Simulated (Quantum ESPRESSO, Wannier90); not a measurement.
CsPbBr₃ (cubic perovskite), plane waves to Wannier functions

```xyz
5
Lattice="5.9486 0.0000 0.0000 0.0000 5.9486 0.0000 0.0000 0.0000 5.9486" Properties=species:S:1:pos:R:3 pbc="T T T"
Cs     0.0000     0.0000     0.0000
Pb     2.9743     2.9743     2.9743
Br     2.9743     2.9743     0.0000
Br     0.0000     2.9743     2.9743
Br     2.9743     0.0000     2.9743
```

Structure: Materials Project mp-600089, symmetrised, not relaxed again. COD (Crystallography Open Database) records the formula in this space group. Ideal cubic forms of this type are often high-temperature phases that distort on cooling; symmetry holds the cell here, and its stability was not tested. Method: PBEsol plane waves in Quantum ESPRESSO 7.5 (PseudoDojo norm-conserving files, 50 Ry, no spin polarisation, no spin-orbit coupling), Bloch states on a 6×6×6 mesh through Γ, Wannier90 4.0.1. Density: 6×6×6 mesh, cold smearing 0.01 Ry. Spin-orbit coupling is left out although heavy elements are present.

Functional, cutoff and mesh named above are those of the base row (1); the first column says what each row takes instead. Model: 16 functions from bands 7-9,14-36, start hydrogen-like Cs: s; Pb: p; Br: s;p, disentangled but not localised (num_iter = 0), frozen window tied to the conduction edge or Fermi level of each row, as listed, which moves Ω_I and hoppings a little by itself. Energies are relative to the valence-band maximum; the misfit is to pw.x on a path, for states up to 2.6 eV relative to the valence-band maximum. The lattice is scaled uniformly, fractional positions fixed. The disentangled Ω_I can sit in another minimum from row to row.

```json
[
 {"scale": "0.97", "frozen to (eV)": "2.70", "Ω_I (Å²)": "33.88", "rms misfit (meV)": "1.6", "gap (eV)": "1.20", "bottom of band 7 (eV)": "-15.32", "on-site Pb2 pz minus Cs1 s (eV)": "-2.23", "hopping modulus Br3 pz – Pb2 pz, R = 0 0 0 (eV)": "2.050", "hopping modulus Br4 s – Pb2 px, R = 0 0 0 (eV)": "1.114", "hopping modulus Br4 s – Cs1 s, R = 0 0 0 (eV)": "0.161"},
 {"scale": "0.985", "frozen to (eV)": "2.91", "Ω_I (Å²)": "33.06", "rms misfit (meV)": "1.3", "gap (eV)": "1.41", "bottom of band 7 (eV)": "-14.89", "on-site Pb2 pz minus Cs1 s (eV)": "-2.24", "hopping modulus Br3 pz – Pb2 pz, R = 0 0 0 (eV)": "1.952", "hopping modulus Br4 s – Pb2 px, R = 0 0 0 (eV)": "1.023", "hopping modulus Br4 s – Cs1 s, R = 0 0 0 (eV)": "0.159"},
 {"scale": "1", "frozen to (eV)": "3.10", "Ω_I (Å²)": "32.51", "rms misfit (meV)": "0.9", "gap (eV)": "1.59", "bottom of band 7 (eV)": "-14.49", "on-site Pb2 pz minus Cs1 s (eV)": "-2.24", "hopping modulus Br3 pz – Pb2 pz, R = 0 0 0 (eV)": "1.858", "hopping modulus Br4 s – Pb2 px, R = 0 0 0 (eV)": "0.937", "hopping modulus Br4 s – Cs1 s, R = 0 0 0 (eV)": "0.158"},
 {"scale": "1.015", "frozen to (eV)": "3.24", "Ω_I (Å²)": "32.03", "rms misfit (meV)": "0.7", "gap (eV)": "1.74", "bottom of band 7 (eV)": "-14.14", "on-site Pb2 pz minus Cs1 s (eV)": "-2.26", "hopping modulus Br3 pz – Pb2 pz, R = 0 0 0 (eV)": "1.768", "hopping modulus Br4 s – Pb2 px, R = 0 0 0 (eV)": "0.857", "hopping modulus Br4 s – Cs1 s, R = 0 0 0 (eV)": "0.158"},
 {"scale": "1.03", "frozen to (eV)": "3.38", "Ω_I (Å²)": "31.58", "rms misfit (meV)": "0.6", "gap (eV)": "1.87", "bottom of band 7 (eV)": "-13.82", "on-site Pb2 pz minus Cs1 s (eV)": "-2.28", "hopping modulus Br3 pz – Pb2 pz, R = 0 0 0 (eV)": "1.681", "hopping modulus Br4 s – Pb2 px, R = 0 0 0 (eV)": "0.784", "hopping modulus Br4 s – Cs1 s, R = 0 0 0 (eV)": "0.156"}
]
```
